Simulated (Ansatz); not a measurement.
# Mg₂Mn₃VS₈: do the settings matter for the field gradients?

Cell: a computed structure from the Materials Project (it need not be an observed phase), atoms as given.

Space group R-3m:H (No. 166); a = 7.2621, c = 17.8124 Å, γ = 120.00°.

```
site  Wyckoff  site symmetry       x       y       z
  Mg       6c             3m  0.0000  0.0000  0.8749
  Mn       9e           .2/m  0.1667  0.3333  0.3333
   V       3b            -3m  0.0000  0.0000  0.5000
  S7       6c             3m  0.0000  0.0000  0.7379
  S8      18h             .m  0.8499  0.6998  0.4133
```

One atom of each set is listed; the run and its k-mesh use a cell of 14 atoms with edges of 7.27, 7.27, 7.27 Å.

Reference run. The numbers come from a DFT calculation in Ansatz (PBE, plane waves and PAW, scalar-relativistic, collinear spin, 420 eV cutoff, Γ-centred 6×6×6 k-points, Fermi–Dirac smearing 0.05 eV). Start moments as typed (μB): 4 on each Mn, 2 on each V, none on the rest.

(1) The input is changed as follows: `basis.ecutwfc`: not typed → 550 eV; `magnetization`: {spin_polarized: true} → not typed; `scf.mixing.algorithm`: not typed → broyden; `scf.mixing.beta`: not typed → 0.05; `scf.mixing.ndim`: not typed → 4. What happens to V_zz (10²¹ V/m²) and η?

Results:

(1) 

| site | V_zz reference | η reference | V_zz changed | η changed |
| --- | --- | --- | --- | --- |
| Mg | 0.12 | 0.00 | -0.029 | 0.00 |
| Mn | -0.76 | 0.28 | -1.44 | 0.97 |
| V | -0.88 | 0.00 | 0.25 | 0.00 |
| S7 | -1.25 | 0.00 | -1.11 | 0.00 |
| S8 | -2.93 | 0.97 | -2.18 | 0.43 |

The largest change of V_zz is on V, from -0.88 to 0.25. The whole tensor moves most on S8, by 1.78 along its most changed direction. In per cent, |V_zz| changes by -26 on S (all sites that start above 2). Where |V_zz| stays above 0.1 and the axes keep their order, η moves most on S8, from 0.97 to 0.43. On Mn V_xx and V_yy change places (or their axes turn by over 50°), so the two values of η hide a larger change. V_zz changes sign on V (same axis), Mg (same axis). At these positions the changed run has forces up to 1.2 eV/Å, so its atoms aren't at their own equilibrium. Its pressure is -8 GPa, against 0 GPa in the reference run. The absolute magnetisation of the cell goes from 14.6 to 0.0 μB. SCF iterations: 24 and 31. In the changed run spin polarisation is off in a crystal that carries moments, so its values aren't converged ones.

On the reference run: The run finds no gap above 0.1 eV (a metal, or nearly one), so the gradients can move by 10 % or more with the k-mesh. Semilocal functionals can leave a metal where correlation in the d or f shell opens a gap in the real compound, and that would change the values at and beside Mn and V. All moments are parallel here, as the start or the cell imposes; many such compounds order antiparallel, where fields and spin densities carried over to other atoms largely cancel. The magnetic order is the one that the run reached from its start moments, not necessarily the measured one.
